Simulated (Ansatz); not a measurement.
HfO₂:
```xyz
12
Lattice="5.2467 0.0000 0.0000 0.0000 5.0303 0.0000 0.0000 0.0000 5.0593" Properties=species:S:1:pos:R:3 pbc="T T T"
Hf     0.1709     1.3433     1.2577
Hf     5.0758     3.6870     3.7873
Hf     2.7942     3.6870     1.2577
Hf     2.4525     1.3433     3.7873
O      1.9257     0.3523     0.5513
O      3.3210     4.6780     3.0810
O      4.5491     4.6780     0.5513
O      0.6976     0.3523     3.0810
O      1.2181     2.7108     5.0514
O      4.0286     2.3195     2.5218
O      3.8414     2.3195     5.0514
O      1.4053     2.7108     2.5218
```

Relaxed with r²SCAN. Special points in fractions of this cell's reciprocal vectors: Γ (0.000, 0.000, 0.000); X (0.500, 0.000, 0.000); S (0.500, 0.500, 0.000); Y (0.000, 0.500, 0.000); Z (0.000, 0.000, 0.500); U (0.500, 0.000, 0.500); R (0.500, 0.500, 0.500); T (0.000, 0.500, 0.500).

### Question
List the band energies nearest the valence-band maximum at these points for r²SCAN (plane waves, PAW; program Ansatz).

### Answer
In eV from the valence-band maximum; about four levels below and three above (degenerate sets whole), none deeper than 8.9 eV; points with the same levels are listed once.

```csv
k,below,above
Γ,-0.70 -0.18 -0.06 0.00,5.46 5.72 5.83
X,-0.69 -0.69 -0.38 -0.38,5.73 5.73 6.12 6.12
S,-0.63 -0.63 -0.47 -0.47,5.22 5.22 5.65 5.65
Y,-0.81 -0.81 -0.41 -0.18 -0.12,5.06 5.42 5.50
Z,-0.35 -0.35 -0.25 -0.25,5.16 5.16 5.83 5.83
U,-0.69 -0.69 -0.69 -0.69,5.70 5.70 5.70 5.70
R,-0.83 -0.83 -0.83 -0.83,5.21 5.21 5.21 5.21
T,-1.00 -1.00 -0.35 -0.35,5.06 5.06 5.45 5.45
```

Space group Pca2_1. The r²SCAN relaxation kept the symmetry of its start. No spin polarisation was allowed. Spin–orbit coupling is left out wherever it is not named.

Potentials: the later of the program's two PAW sets.
